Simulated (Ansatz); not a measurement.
**Cs$_{2}$PdI$_{6}$ in Ansatz, relaxation**

input.yaml:

```yaml
crystal:
  lattice:
    - [0.0, 5.716941, 5.716941]
    - [5.716941, 0.0, 5.716941]
    - [5.716941, 5.716941, 0.0]
  atoms:
    - { symbol: I, position: [0.762, 0.238, 0.238] }
    - { symbol: I, position: [0.238, 0.762, 0.238] }
    - { symbol: I, position: [0.238, 0.762, 0.762] }
    - { symbol: I, position: [0.762, 0.238, 0.762] }
    - { symbol: I, position: [0.238, 0.238, 0.762] }
    - { symbol: I, position: [0.762, 0.762, 0.238] }
    - { symbol: Pd, position: [0.0, 0.0, 0.0] }
    - { symbol: Cs, position: [0.25, 0.25, 0.25] }
    - { symbol: Cs, position: [0.75, 0.75, 0.75] }
  symmetry: { tolerance: 0.0003 }
kpoints:
  mp_grid: { grid: [4, 4, 4], shift: [0, 0, 0] }
magnetization:
  spin_polarized: false
scf:
  occupations: { method: methfessel_paxton, width: 0.0312 }
  lower_state_search: "off"
hamiltonian:
  pseudopotentials: { kind: paw }
  xc: r2scan
basis:
  ecutwfc: 500
  fft_grid_basis: typed
relax:
  max_steps: 40
  cell: { p_target: 0.0 }
  f_tol: 0.03
output:
  forces: true
  stress: true
  eigenvalues: true
  bader: true
  populations: true
  elf: true
  write_potential: true
  volumetric_format: npy
  dos:
    e_range: [-12, 8]
    de: 0.05
    projected: { site_lists: { Cs: [Cs], I: [I], Pd: [Pd] } }
checkpoint:
  read: saved_state
```

Run with:

```bash
ansatz run input.yaml --threads 2 --pin off --max-ram 3584MiB --backend cpu --events-out ev --progress --plain --runs-dir out
```

Origin of the cell: a known structure type with other elements, at an estimated volume, so it need not be a known compound.

The saved state is a converged single point of the same cell.

Steps («new basis» is an SCF on plane waves selected anew at the same cell):

| step | ΔF (meV/atom) | max force component (eV/Å) | P (GPa) | volume (Å³) | SCF iterations | step was |
| --- | --- | --- | --- | --- | --- | --- |
| 1 | 0.0 | 0.081 | 0.11 | 373.70 | 6 | accepted |
| 2 | -0.8 | 0.021 | 0.14 | 378.85 | 7 | accepted |
| 3 | -0.9 | 0.006 | 0.03 | 381.48 | 8 | accepted |
| 4 | -1.0 | 0.006 | 0.03 | 381.48 | 7 | new basis |

Step 1, with forces in eV/Å:

```xyz
9
Lattice="0.000 5.717 5.717 5.717 0.000 5.717 5.717 5.717 0.000" Properties=species:S:1:pos:R:3:forces:R:3 pbc="T T T" step=1
I     2.721    5.717    5.717   -0.081    0.000    0.000
I     5.717    2.721    5.717    0.000   -0.081    0.000
I     8.713    5.717    5.717    0.081    0.000    0.000
I     5.717    8.713    5.717    0.000    0.081    0.000
I     5.717    5.717    2.721    0.000    0.000   -0.081
I     5.717    5.717    8.713    0.000    0.000    0.081
Pd    0.000    0.000    0.000    0.000    0.000    0.000
Cs    2.858    2.858    2.858    0.000    0.000    0.000
Cs    8.575    8.575    8.575    0.000    0.000    0.000
```

Step 2, with forces in eV/Å:

```xyz
9
Lattice="0.000 5.743 5.743 5.743 0.000 5.743 5.743 5.743 0.000" Properties=species:S:1:pos:R:3:forces:R:3 pbc="T T T" step=2
I     2.711    5.743    5.743    0.021    0.000    0.000
I     5.743    2.711    5.743    0.000    0.021    0.000
I     8.776    5.743    5.743   -0.021    0.000    0.000
I     5.743    8.776    5.743    0.000   -0.021    0.000
I     5.743    5.743    2.711    0.000    0.000    0.021
I     5.743    5.743    8.776    0.000    0.000   -0.021
Pd    0.000    0.000    0.000    0.000    0.000    0.000
Cs    2.872    2.872    2.872    0.000    0.000    0.000
Cs    8.615    8.615    8.615    0.000    0.000    0.000
```

Step 4, with forces in eV/Å:

```xyz
9
Lattice="0.000 5.756 5.756 5.756 0.000 5.756 5.756 5.756 0.000" Properties=species:S:1:pos:R:3:forces:R:3 pbc="T T T" step=4
I     2.713    5.756    5.756    0.006    0.000    0.000
I     5.756    2.713    5.756    0.000    0.006    0.000
I     8.800    5.756    5.756   -0.006    0.000    0.000
I     5.756    8.800    5.756    0.000   -0.006    0.000
I     5.756    5.756    2.713    0.000    0.000    0.006
I     5.756    5.756    8.800    0.000    0.000   -0.006
Pd    0.000    0.000    0.000    0.000    0.000    0.000
Cs    2.878    2.878    2.878    0.000    0.000    0.000
Cs    8.635    8.635    8.635    0.000    0.000    0.000
```

| Property | Result |
| --- | --- |
| Free energy lowered by | 1.0 meV/atom |
| Volume change | 2.08 % |
| Final pressure | 0.03 GPa |
| Relaxation steps listed | 4 |
| Formation energy (elements under the same functional, gases as molecules, uncorrected) | -0.940 eV/atom |

Caveats: no spin-orbit coupling, though heavy elements are present; the relaxation held the start's symmetry, so the end may be a saddle point.

It ran for 110 s on 2 threads of Arm Neoverse V1 (shared host), peak memory 1.8 GiB, from a saved density.
